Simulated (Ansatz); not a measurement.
# Fitting the PBE energy curve of Li3Pr

```
Pr Li
1.0
     0.00000    3.67862    3.67862
     3.67862    0.00000    3.67862
     3.67862    3.67862    0.00000
Pr Li
1 3
Direct
  0.00000 0.00000 0.00000
  0.50000 0.50000 0.50000
  0.75000 0.75000 0.75000
  0.25000 0.25000 0.25000
```

The cell comes from a database or a generator and needn't be the stable form of this composition.

The cell was scaled at fixed shape and fractions and run with Ansatz, Ansatz PAW, cutoff 420 eV; PBE, k mesh 6 × 6 × 6 on the cell of 4 atoms, fermi-dirac occupations of 0.05 eV, collinear spin, ferromagnetic start, no spin-orbit coupling. Energies are those that the program minimises, any entropy of the smearing included. For a metal such a mesh isn't converged to the digits shown. The magnetic state is the one that the start led to, which needn't be the lowest. Plain semilocal runs treat an open f shell poorly.

```tsv
V (Å³/atom)	energy over the lowest row (meV/atom)
23.3966	14.733
23.8944	?
24.3922	5.631
24.8900	2.811
25.3878	0.994
25.8856	0.088
26.3834	0.000
```

**Question.** Fit the third-order Birch-Murnaghan form, give V0, B0 and B′, and predict the energy left open.

**Answer.** With y = (V0/V)^(2/3), E = E0 + (9 V0 B0/16) [(y - 1)³ B′ + (y - 1)² (6 - 4y)]. Least squares through the rows shown give V0 = 26.1883 Å³/atom, E0 = -0.058 meV, B0 = 13.06 GPa (1 eV/Å³ = 160.218 GPa) and B′ = 4.29, with a largest miss of 0.002 meV. At V = 23.8944 the form with these constants gives 9.566 meV; the run gave 9.571 meV an atom.
